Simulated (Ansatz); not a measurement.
## HoS4, before and after

A trial structure of HoS4 was built thus: random cell by space group and Wyckoff sites (P6/mmm, No. 191). Lengths were set from tabulated atomic sizes, so they are only a guess.

POSCAR.start

```
Ho S
1.0
     5.95777    0.00000    0.00000
    -2.97889    5.15958    0.00000
     0.00000    0.00000    4.34640
Ho S
1 4
Direct
  0.00000 0.00000 0.00000
  0.50000 0.00000 0.50000
  0.00000 0.50000 0.50000
  0.50000 0.50000 0.50000
  0.00000 0.00000 0.50000
```

Method: DFT PBE, scalar-relativistic, plane waves, PAW, and for the lanthanide a 4f-in-core norm-conserving potential (Ansatz 0.2.0). Cutoff 690 eV, Gaussian smearing, Γ-centred meshes. Cell and atoms relax first on a coarse mesh and then on a finer one. In between, the cell is made exact in the group found at 0.06 Å. In metals the finer mesh still leaves noise of several meV/atom or more. The steps can't lower the symmetry of their start. No spin polarisation.

POSCAR.end

```
Ho S
1.0
     5.46021    0.00000    0.00000
    -2.73010    4.72868    0.00000
     0.00000    0.00000    4.90375
Ho S
1 4
Direct
  0.00000 0.00000 0.00000
  0.50000 0.00000 0.50000
  0.00000 0.50000 0.50000
  0.50000 0.50000 0.50000
  0.00000 0.00000 0.50000
```

The symmetry stays P6/mmm (No. 191). The volume per atom shrinks by 5.2 %, from 26.7 to 25.3 Å³. The shortest distance goes from 2.17 Å (Ho–S) to 2.45 Å (Ho–S). The ratio c/a of the conventional cell changes by a factor of 1.23. The energy falls by about 0.53 eV/atom (the start's value is from the coarse mesh).

- Volume per atom: 25.32 Å³
- Density: 3.84 g/cm³
- Energy over the elements: +0.26 eV/atom
- Gap on the 12×12×8 mesh of the 5-atom cell: 0 eV (a metal)

Energies over the elements count from the elements' standard structures at the same level, with no fitted energy shifts. It can't be a ground state, since the elements alone are lower.

The last run used Gaussian smearing of 0.10 eV. An odd number of valence electrons (the lanthanide is held trivalent, its 4f shell in the core) allows no gap without spin; another valence of the lanthanide, a larger cell or a magnetic state could open one. The reference form of S is held partly by dispersion forces, which this level lacks. Symmetry constrained the relaxation, so the result can be a saddle point. In all, the 4 runs took 11 min on 1 thread of Intel(R) Xeon(R) Processor @ 2.50GHz (Skylake/Cascade Lake) (shared host). Another cell of HoS4 relaxed alike, in P6/mmm, lies 0.54 eV/atom lower, so this cell isn't the stable form at this level.

The lanthanide is trivalent by construction, without f bands, f moments or other valences. The reference runs of the other elements, and any phases without the lanthanide, used 420 eV, which shifts energies against them by under 10 meV/atom. The lanthanide's reference is the lowest of its hcp, dhcp and fcc cells.
